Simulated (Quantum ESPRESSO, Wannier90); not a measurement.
Se (P3₁21), plane waves to Wannier functions

Cell from Materials Project (mp-14), symmetrised, no further relaxation. COD (Crystallography Open Database) has the formula in 4 space groups, this one among them (matched by group alone). Method: PBEsol plane waves in Quantum ESPRESSO 7.5 (PseudoDojo norm-conserving files, 69 Ry, spinors with spin-orbit coupling), Bloch states on a 6×6×4 mesh through Γ, Wannier90 4.0.1. Density: 12×12×6 mesh, cold smearing 0.01 Ry. The cell is built of weakly bound layers, chains or molecules, whose nearest atoms lie 3.56 Å apart. Database cells relaxed without dispersion often hold them too far apart, which can enlarge gaps and weakens couplings between them; spacing and stacking were not compared with the measured crystal.

On the energy scale of pw.x, whose zero is arbitrary, the valence-band maximum lies at 6.36 eV.

Input w.win:

```
num_bands = 42
num_wann = 24
exclude_bands = 1-30
spinors = true
num_iter = 1000
conv_tol = 1.0e-6
conv_window = 4
dis_num_iter = 1000
dis_conv_tol = 1.0e-6
dis_froz_max = 8.88
write_hr = true
write_u_matrices = true
auto_projections = true
begin unit_cell_cart
ang
    4.5048201908    0.0000000000    0.0000000000
   -2.2524100954    3.9012887247    0.0000000000
    0.0000000000    0.0000000000    4.9788000000
end unit_cell_cart
begin atoms_frac
Se   0.2178900000  0.0000000000  0.3333333333
Se   0.0000000000  0.2178900000 -0.3333333333
Se  -0.2178900000 -0.2178900000  0.0000000000
end atoms_frac
mp_grid = 6 6 4
begin kpoints
0.0000000000 0.0000000000 0.0000000000
0.0000000000 0.0000000000 0.2500000000
0.0000000000 0.0000000000 0.5000000000
... (141 more lines: the 6x6x4 mesh through Gamma)
end kpoints
```

Input of pw2wannier90.x that gives the overlap and projection files (equivalent; here they were cut from one run over all bands):

```
&inputpp
  outdir = './out'
  prefix = 'pwscf'
  seedname = 'w'
  write_amn = .true.
  write_mmn = .true.
  atom_proj = .true.
  atom_proj_exclude = 1 2 3 4 5 6 7 8 9 10 19 20 21 22 23 24 25 26 27 28 37 38 39 40 41 42 43 44 45 46
/
```

Output w.wout (banner and timings cut):

```
                                    ------
                                    SYSTEM
                                    ------

                              Lattice Vectors (Ang)
                    a_1     4.504820   0.000000   0.000000
                    a_2    -2.252410   3.901289   0.000000
                    a_3     0.000000   0.000000   4.978800

                   Unit Cell Volume:      87.50044  (Ang^3)

                        Reciprocal-Space Vectors (Ang^-1)
                    b_1     1.394769   0.805270  -0.000000
                    b_2     0.000000   1.610541   0.000000
                    b_3     0.000000  -0.000000   1.261988

 *----------------------------------------------------------------------------*
 |   Site       Fractional Coordinate          Cartesian Coordinate (Ang)     |
 +----------------------------------------------------------------------------+
 | se   1   0.21789   0.00000   0.33333   |    0.98156   0.00000   1.65960    |
 | se   2   0.00000   0.21789  -0.33333   |   -0.49078   0.85005  -1.65960    |
 | se   3  -0.21789  -0.21789   0.00000   |   -0.49078  -0.85005   0.00000    |
 *----------------------------------------------------------------------------*
                                ------------
                                K-POINT GRID
                                ------------

             Grid size =  6 x  6 x  4      Total points =  144

 *---------------------------------- MAIN ------------------------------------*
 |  Number of Wannier Functions               :                24             |
 |  Number of Objective Wannier Functions     :                24             |
 |  Number of input Bloch states              :                42             |
 |  Output verbosity (1=low, 5=high)          :                 1             |
 |  Timing Level (1=low, 5=high)              :                 1             |
 |  Optimisation (0=memory, 3=speed)          :                 3             |
 |  Length Unit                               :               Ang             |
 |  Post-processing setup (write *.nnkp)      :                 F             |
 |  Using Gamma-only branch of algorithms     :                 F             |
 *----------------------------------------------------------------------------*
 *------------------------------- WANNIERISE ---------------------------------*
 |  Total number of iterations                :              1000             |
 |  Number of CG steps before reset           :                 5             |
 |  Trial step length for line search         :             2.000             |
 |  Convergence tolerence                     :         0.100E-05             |
 |  Convergence window                        :                 4             |
 |  Iterations between writing output         :                 1             |
 |  Iterations between backing up to disk     :               100             |
 |  Write r^2_nm to file                      :                 F             |
 |  Write xyz WF centres to file              :                 F             |
 |  Write on-site energies <0n|H|0n> to file  :                 F             |
 |  Use guiding centre to control phases      :                 F             |
 |  Use phases for initial projections        :                 F             |
 *----------------------------------------------------------------------------*
 *------------------------------- DISENTANGLE --------------------------------*
 |  Using band disentanglement                :                 T             |
 |  Total number of iterations                :              1000             |
 |  Mixing ratio                              :             0.500             |
 |  Convergence tolerence                     :         1.000E-06             |
 |  Convergence window                        :                 3             |
 *----------------------------------------------------------------------------*
 *-------------------------------- PLOTTING ----------------------------------*
 |  Plotting Hamiltonian in WF basis          :                 T             |
 *----------------------------------------------------------------------------*

       ... (k-mesh section left out)

 Starting a new Wannier90 calculation ...

 Reading overlaps from w.mmn

 Reading projections from w.amn

 *------------------------------- DISENTANGLE --------------------------------*
 +----------------------------------------------------------------------------+
 |                              Energy  Windows                               |
 |                              ---------------                               |
 |                   Outer:   -9.27137  to   19.66281  (eV)                   |
 |                   Inner:   -9.27137  to    8.88000  (eV)                   |
 +----------------------------------------------------------------------------+
   Number of target bands to extract:   24

                   Unitarised projection of Wannier functions
                   ------------------------------------------
   A_mn = <psi_m|g_n> --> S = A.A^+ --> U = S^-1/2.A
   In dis_project... done
   Using an inner window (linner = T)
   In dis_proj_froz... done

                   Extraction of optimally-connected subspace
                   ------------------------------------------
 +---------------------------------------------------------------------+<-- DIS
 |  Iter     Omega_I(i-1)      Omega_I(i)      Delta (frac.)           |<-- DIS
 +---------------------------------------------------------------------+<-- DIS
       1      29.34492602      28.87521221       1.627E-02    <-- DIS
       2      28.78601429      28.79967075      -4.742E-04    <-- DIS
       3      28.75308361      28.75727484      -1.457E-04    <-- DIS
       4      28.72744976      28.73163725      -1.457E-04    <-- DIS
       5      28.71001270      28.71550483      -1.913E-04    <-- DIS
       6      28.69884674      28.70505456      -2.163E-04    <-- DIS
       ... (lines left out)
      35      28.68229649      28.68232257      -9.092E-07    <-- DIS
      36      28.68230008      28.68232152      -7.476E-07    <-- DIS
      37      28.68230306      28.68232071      -6.152E-07    <-- DIS

             <<<      Delta < 1.000E-06  over  3 iterations     >>>
             <<< Disentanglement convergence criteria satisfied >>>

        Final Omega_I    28.68232071 (Ang^2)

 +----------------------------------------------------------------------------+

 Writing checkpoint file w.chk... done

 *------------------------------- WANNIERISE ---------------------------------*
 +--------------------------------------------------------------------+<-- CONV
 | Iter  Delta Spread     RMS Gradient      Spread (Ang^2)            |<-- CONV
 +--------------------------------------------------------------------+<-- CONV

 ------------------------------------------------------------------------------
 Initial State
  WF centre and spread    1  (  0.944321, -0.000000,  1.659600 )     1.20256915
  WF centre and spread    2  (  0.944321, -0.000000,  1.659600 )     1.20256915
  WF centre and spread    3  (  1.004382, -0.000000,  1.659600 )     1.96560242
  WF centre and spread    4  (  1.007797,  0.000000,  1.659601 )     2.02736608
  WF centre and spread    5  (  1.007797,  0.000000,  1.659601 )     2.02736614
  WF centre and spread    6  (  1.004382, -0.000000,  1.659600 )     1.96560244
  WF centre and spread    7  (  1.004462, -0.000000,  1.659601 )     1.90870488
  WF centre and spread    8  (  1.004462, -0.000000,  1.659601 )     1.90870488
  WF centre and spread    9  ( -0.472161,  0.817806, -1.659600 )     1.20256915
  WF centre and spread   10  ( -0.472161,  0.817806, -1.659600 )     1.20256915
  WF centre and spread   11  ( -0.502191,  0.869820, -1.659600 )     1.96560242
  WF centre and spread   12  ( -0.503898,  0.872778, -1.659601 )     2.02736611
  WF centre and spread   13  ( -0.503898,  0.872778, -1.659601 )     2.02736613
  WF centre and spread   14  ( -0.502191,  0.869820, -1.659600 )     1.96560243
  WF centre and spread   15  ( -0.502231,  0.869889, -1.659601 )     1.90870485
  WF centre and spread   16  ( -0.502231,  0.869889, -1.659601 )     1.90870488
  WF centre and spread   17  ( -0.472161, -0.817806,  0.000000 )     1.20256788
  WF centre and spread   18  ( -0.472161, -0.817806, -0.000000 )     1.20256788
  WF centre and spread   19  ( -0.502191, -0.869820,  0.000000 )     1.96560182
  WF centre and spread   20  ( -0.503898, -0.872777, -0.000000 )     2.02736362
  WF centre and spread   21  ( -0.503898, -0.872777, -0.000000 )     2.02736363
  WF centre and spread   22  ( -0.502191, -0.869820, -0.000000 )     1.96560183
  WF centre and spread   23  ( -0.502231, -0.869889,  0.000000 )     1.90870324
  WF centre and spread   24  ( -0.502231, -0.869889, -0.000000 )     1.90870322
  Sum of centres and spreads (  0.000001,  0.000001,  0.000000 )    42.62544336

      0     0.426E+02     0.0000000000       42.6254433502  <-- CONV
        O_D=      0.0374499 O_OD=     13.9056728 O_TOT=     42.6254434 <-- SPRD
 ------------------------------------------------------------------------------
      1    -0.917E+00     0.6126833461       41.7087848463  <-- CONV
        O_D=      0.0371604 O_OD=     12.9893037 O_TOT=     41.7087848 <-- SPRD
      2    -0.340E+00     0.5972490478       41.3690715878  <-- CONV
        O_D=      0.0320693 O_OD=     12.6546816 O_TOT=     41.3690716 <-- SPRD
      3    -0.187E+00     0.4577977834       41.1818675238  <-- CONV
        O_D=      0.0265614 O_OD=     12.4729854 O_TOT=     41.1818675 <-- SPRD
      4    -0.697E-01     0.2953664717       41.1121924651  <-- CONV
        O_D=      0.0237367 O_OD=     12.4061350 O_TOT=     41.1121925 <-- SPRD
      5    -0.360E-01     0.1903493361       41.0761500081  <-- CONV
        O_D=      0.0218189 O_OD=     12.3720104 O_TOT=     41.0761500 <-- SPRD
       ... (lines left out)
    100    -0.714E-02     0.0801601352       37.3304167933  <-- CONV
        O_D=      0.0161194 O_OD=      8.6319767 O_TOT=     37.3304168 <-- SPRD
       ... (lines left out)
    200    -0.237E-01     0.1619530483       36.4439048075  <-- CONV
        O_D=      0.0211670 O_OD=      7.7404171 O_TOT=     36.4439048 <-- SPRD
       ... (lines left out)
    300    -0.176E-02     0.0398280737       34.6576503206  <-- CONV
        O_D=      0.0278193 O_OD=      5.9475103 O_TOT=     34.6576503 <-- SPRD
       ... (lines left out)
    400    -0.101E-02     0.0327461555       34.4867142307  <-- CONV
        O_D=      0.0309673 O_OD=      5.7734262 O_TOT=     34.4867142 <-- SPRD
       ... (lines left out)
    500    -0.136E-03     0.0122621735       34.4421405770  <-- CONV
        O_D=      0.0320005 O_OD=      5.7278193 O_TOT=     34.4421406 <-- SPRD
       ... (lines left out)
    600    -0.273E-04     0.0049518800       34.4319254012  <-- CONV
        O_D=      0.0322347 O_OD=      5.7173700 O_TOT=     34.4319254 <-- SPRD
       ... (lines left out)
    700    -0.133E-04     0.0037179802       34.4294937489  <-- CONV
        O_D=      0.0322782 O_OD=      5.7148948 O_TOT=     34.4294937 <-- SPRD
       ... (lines left out)
    800    -0.165E-05     0.0013486402       34.4289362547  <-- CONV
        O_D=      0.0323008 O_OD=      5.7143148 O_TOT=     34.4289363 <-- SPRD
       ... (lines left out)
    849    -0.709E-06     0.0007723757       34.4288509650  <-- CONV
        O_D=      0.0323032 O_OD=      5.7142271 O_TOT=     34.4288510 <-- SPRD
    850    -0.986E-06     0.0007886665       34.4288499794  <-- CONV
        O_D=      0.0323037 O_OD=      5.7142256 O_TOT=     34.4288500 <-- SPRD
    851    -0.972E-06     0.0014778663       34.4288490077  <-- CONV
        O_D=      0.0323032 O_OD=      5.7142251 O_TOT=     34.4288490 <-- SPRD
             <<<     Delta < 1.000E-06  over  4 iterations     >>>
             <<< Wannierisation convergence criteria satisfied >>>
 Final State
  WF centre and spread    1  (  1.312487, -0.229573,  1.240811 )     1.42760176
  WF centre and spread    2  (  1.312499, -0.229773,  1.240934 )     1.42757841
  WF centre and spread    3  (  0.685982, -0.350829,  1.848799 )     1.44197968
  WF centre and spread    4  (  1.312362,  0.224647,  2.081150 )     1.42829194
  WF centre and spread    5  (  1.312339,  0.224462,  2.081265 )     1.42830557
  WF centre and spread    6  (  0.685664, -0.350620,  1.848687 )     1.44206913
  WF centre and spread    7  (  0.694207,  0.355933,  1.467586 )     1.44024496
  WF centre and spread    8  (  0.693880,  0.355751,  1.467703 )     1.44027000
  WF centre and spread    9  ( -0.855039,  1.021884, -1.240807 )     1.42761031
  WF centre and spread   10  ( -0.855204,  1.021782, -1.240904 )     1.42757427
  WF centre and spread   11  ( -0.646870,  0.418697, -1.848820 )     1.44199125
  WF centre and spread   12  ( -0.461579,  1.248875, -2.081133 )     1.42827115
  WF centre and spread   13  ( -0.461768,  1.248772, -2.081245 )     1.42831578
  WF centre and spread   14  ( -0.646539,  0.418521, -1.848705 )     1.44204670
  WF centre and spread   15  ( -0.038846,  0.779103, -1.467615 )     1.44021979
  WF centre and spread   16  ( -0.038868,  0.778727, -1.467708 )     1.44032199
  WF centre and spread   17  ( -0.457436, -1.251447,  0.418780 )     1.42760296
  WF centre and spread   18  ( -0.461128, -1.249177,  0.421228 )     1.42818978
  WF centre and spread   19  ( -0.039160, -0.769539, -0.189246 )     1.44191486
  WF centre and spread   20  ( -0.850810, -1.024162, -0.421510 )     1.42828792
  WF centre and spread   21  ( -0.854431, -1.022225, -0.419190 )     1.42768656
  WF centre and spread   22  ( -0.647927, -0.419197,  0.189504 )     1.44170398
  WF centre and spread   23  ( -0.038861, -0.777590, -0.191499 )     1.44048617
  WF centre and spread   24  ( -0.654958, -0.423029,  0.191917 )     1.44028411
  Sum of centres and spreads ( -0.000003, -0.000006, -0.000017 )    34.42884902

         Spreads (Ang^2)       Omega I      =    28.682320707
        ================       Omega D      =     0.032303171
                               Omega OD     =     5.714225130
    Final Spread (Ang^2)       Omega Total  =    34.428849008
```
